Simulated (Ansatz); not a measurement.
PtSe2 (CdI2 type, P-3m1) under volume change, DFT-PBE+D3(BJ) in the program Ansatz with PAW potentials, shape and atoms relaxed at each volume.

```json
[
 {"V (Å³/atom)": "18.014", "E − E(relaxed) (meV/atom)": "40.5", "P (GPa)": "8.48"},
 {"V (Å³/atom)": "18.608", "E − E(relaxed) (meV/atom)": "16.1", "P (GPa)": "4.87"},
 {"V (Å³/atom)": "19.202", "E − E(relaxed) (meV/atom)": "3.5", "P (GPa)": "2.01"},
 {"V (Å³/atom)": "19.796", "E − E(relaxed) (meV/atom)": "0.0", "P (GPa)": "-0.01"},
 {"V (Å³/atom)": "20.390", "E − E(relaxed) (meV/atom)": "2.8", "P (GPa)": "-1.45"},
 {"V (Å³/atom)": "20.984", "E − E(relaxed) (meV/atom)": "9.8", "P (GPa)": "-2.28"},
 {"V (Å³/atom)": "21.578", "E − E(relaxed) (meV/atom)": "18.9", "P (GPa)": "-2.57"}
]
```

Q: What does a third-order Birch–Murnaghan fit give for V₀, B₀ and B′?

A: V₀ = 19.79 Å³/atom, B₀ = 54.6 GPa, B′ = 11.8.

The PBE+D3(BJ) relaxation kept the symmetry of its start; of distortions, only those at the zone centre were tested. No spin polarisation was allowed. Scalar-relativistic: spin–orbit coupling is off unless named, which matters more the heavier the elements.

Potentials: the later of the program's two PAW sets.
